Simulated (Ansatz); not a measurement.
K$_{2}$S:
```yaml
crystal:
  lattice:
    - [0.00000, 3.73106, 3.73106]
    - [3.73106, 0.00000, 3.73106]
    - [3.73106, 3.73106, 0.00000]
  atoms:
    - { symbol: K, position: [0.25000, 0.25000, 0.25000] }
    - { symbol: K, position: [0.75000, 0.75000, 0.75000] }
    - { symbol: S, position: [0.00000, 0.00000, 0.00000] }
```

Relaxed with PBE. Special points in fractions of this cell's reciprocal vectors: Γ (0.000, 0.000, 0.000); X (0.500, 0.000, 0.500); U (0.625, 0.250, 0.625); K (0.375, 0.375, 0.750); L (0.500, 0.500, 0.500); W (0.500, 0.250, 0.750).

List the band energies nearest the valence-band maximum at these points for the program Ansatz at the PBE level (PAW).

In eV from the valence-band maximum; about four levels below and three above (degenerate sets whole), none deeper than 8.9 eV; points with the same levels are listed once.

```csv
k,below,above
Γ,-0.18 -0.18 -0.18,2.32 5.46 5.46
X,-0.72 0.00 0.00,3.50 5.24 6.47
U,-0.53 -0.20 -0.01,3.73 5.39 6.21
L,-0.60 -0.06 -0.06,4.67 4.91 5.78 5.78
W,-0.37 -0.37 -0.02,3.71 5.70 5.70
```

Space group Fm-3m (anti-fluorite). Symmetry was held in the PBE relaxation.

Potentials: the later of the program's two PAW sets.
